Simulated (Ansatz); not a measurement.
The cell is COD entry 9008506, as deposited and not checked against the literature; nothing was relaxed. The listed cell was then made from it by scaling, straining or moving an atom.

An input for Mg: DFT, LDA, all-electron LAPW, scalar-relativistic (Ansatz 0.2.0).

Command: `ansatz run input.yaml --threads 1 --pin off --max-ram 3072MiB --backend cpu --events-out ev --progress --plain --runs-dir out` The run took 3.2 s on 1 thread of Intel(R) Xeon(R) 6975P-C (Granite Rapids) (shared host), peak memory 0.28 GiB.

```yaml
crystal:
  lattice:
    - [3.2515036326, 0.0, 0.0]
    - [-1.6257518162, 2.8158847463, 0.0]
    - [0.0, 0.0, 5.2788948365]
  atoms:
    - { symbol: Mg, position: [0.3333333333, 0.6666666667, 0.25] }
    - { symbol: Mg, position: [0.6666666667, 0.3333333333, 0.75] }
kpoints:
  mp_grid: { grid: [12, 12, 7] }
  band_path:
    path:
      - [0.0, 0.0, 0.0]
      - [0.5, 0.0, 0.0]
      - [0.3333333333, 0.3333333333, 0.0]
      - [0.0, 0.0, 0.0]
      - [0.0, 0.0, 0.5]
      - [0.5, 0.0, 0.5]
      - [0.3333333333, 0.3333333333, 0.5]
      - [0.0, 0.0, 0.5]
      - [0.5, 0.0, 0.5]
    npoints: 5
scf:
  occupations: { method: fermi_dirac, width: 0.05 }
hamiltonian:
  xc: lda
  pseudopotentials: { kind: all_electron, lapw: { basis_error: 0.001 } }
output:
  forces: true
  stress: true
  eigenvalues: true
```

Set-up and iterations as logged by Ansatz (the results part is left out, to be predicted):

```
LAPW: plane waves up to 5.126 Å⁻¹, error target 1.0e-3 eV per atom; small_component_spin mean_spin; Mg in spheres of 1.619 Å, 10 of its electrons in bands, Dirac shells []
Engine: ansatz 0.2.0
Pseudopotentials: kind: all_electron
Pseudopotential: Mg, LAPW, valence charge 10, Koelling and Harmon's equation, gaussian nucleus
Functional definition: SPW92
  exchange = slater_x
  correlation = pw_c
Crystal: 2 atoms, lattice volume = 48.333 Å³
Basis set: ecut = 100.0947438981685 eV, 111 PW (Γ), exchange–correlation at level 2
Bands: 14, of which v1, the nominal top of the filled ones, is band 10 counted from 1 (9 counted from 0)
Symmetry: 24 space group operations
Space group: P63/mmc (ITA 194), of the structure as read, at distance tolerance 3.6e-5 Å
k-points: 76 of 1008
Non-local potential: Mg, projectors of the file, none
Initial density: superposition of atomic densities (chi_scale 0.1, normalization cell)
Initial wavefunctions: plane waves of lowest kinetic energy (no species holds an atomic orbital)
Functional: x = slater, c = lda
iter 1 solved again at ethr=1.01e-4 eV; its pass at ethr=1.00e-1 eV (dr2=2.02e-2 eV) is discarded
SCF iter   1: F=—  HF=-10858.448205 eV  |F-HF|=—  |Δ(HF+E_count)|=         —  Δρ=7.06e-3  dr2=2.03e-2  ethr=1.01e-4  ⟨swp⟩=3.1  Hψ=8039  notcnv=0
SCF iter   2: F=—  HF=-10858.430300 eV  |F-HF|=—  |Δ(HF+E_count)|=   1.79e-2  Δρ=4.55e-3  dr2=9.56e-3  ethr=1.01e-4  ⟨swp⟩=2.0  Hψ=3100  notcnv=0
iter 3 solved again at ethr=1.31e-6 eV; its pass at ethr=4.78e-5 eV (dr2=2.62e-4 eV) is discarded
SCF iter   3: F=—  HF=-10858.426396 eV  |F-HF|=—  |Δ(HF+E_count)|=   3.90e-3  Δρ=6.77e-4  dr2=2.61e-4  ethr=1.31e-6  ⟨swp⟩=2.0  Hψ=5248  notcnv=0
SCF iter   4: F=—  HF=-10858.426347 eV  |F-HF|=—  |Δ(HF+E_count)|=   4.89e-5  Δρ=1.61e-4  dr2=1.55e-5  ethr=1.31e-6  ⟨swp⟩=2.0  Hψ=3100  notcnv=0
SCF iter   5: F=—  HF=-10858.426347 eV  |F-HF|=—  |Δ(HF+E_count)|=   7.70e-7  Δρ=2.98e-5  dr2=5.16e-7  ethr=7.73e-8  ⟨swp⟩=2.1  Hψ=3104  notcnv=0
SCF iter   6: F=-10858.426347 eV  HF=-10858.426347 eV  |F-HF|=4.46e-10  |Δ(HF+E_count)|=   5.94e-8  Δρ=2.66e-6  dr2=4.01e-9  ethr=2.58e-9  ⟨swp⟩=2.2  Hψ=3121  notcnv=0
```

What pressure will this run report?

-3.53 GPa (positive in compression).

Is there a band gap?

none: bands cross the Fermi level, a metal.
